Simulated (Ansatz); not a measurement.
**Pt$_{3}$Pb: stiffness from a series of strains**

```yaml
crystal:
  lattice:
    - [4.05800, 0.00000, 0.00000]
    - [0.00000, 4.05800, 0.00000]
    - [0.00000, 0.00000, 4.05800]
  atoms:
    - { symbol: Pt, position: [0.00000, 0.50000, 0.50000] }
    - { symbol: Pt, position: [0.50000, 0.00000, 0.50000] }
    - { symbol: Pt, position: [0.50000, 0.50000, 0.00000] }
    - { symbol: Pb, position: [0.00000, 0.00000, 0.00000] }
```

Atom numbers follow the list: Pt1, Pt2, Pt3, Pb4.

The cell comes from COD entry 1523554, which wasn't checked; take it as a given geometry.

No spin–orbit coupling, which matters for the heavy atoms here.

Level of theory: Ansatz 0.2.0, DFT, LDA, all-electron LAPW, scalar-relativistic.

Sampling and basis: a Γ-centred 9×9×9 k mesh, Fermi–Dirac smearing of 0.03 eV, basis error target 1 meV/atom, no spin polarisation.

The strain is applied along the Cartesian axes of the cell as listed (the other components stay zero). Fractional coordinates are held (clamped ions).

σ is the change of stress from the unstrained cell, which is at -2.86 GPa; tension is positive, so slopes are stress–strain coefficients at that pressure. In a metal the k mesh adds noise.

Only quantities that a quadratic follows smoothly over the whole series are listed; rougher ones are left out.

| εzz | σzz (GPa) | σxx (GPa) |
| --- | --- | --- |
| -0.0200 | -5.55 | -3.83 |
| -0.0100 | -2.70 | -1.83 |
| 0.0000 | 0.00 | 0.00 |
| 0.0200 | 4.92 | 3.21 |

(1) Fit the series and read off the stiffness at zero strain.

(2) One run, at εzz = 0.0100, is withheld. Predict its row.

Answers

(1) Least-squares fits y = p0 + p1 x + p2 x² to the rows give σzz (GPa): p1 = 262, p2 = -780; σxx (GPa): p1 = 176, p2 = -780. So C11 = 262 GPa and C12 = 176 GPa, which gives B = (C11 + 2 C12)/3 = 205 GPa.

(2) The fits give 2.54, 1.68; the run gave 2.56, 1.67.
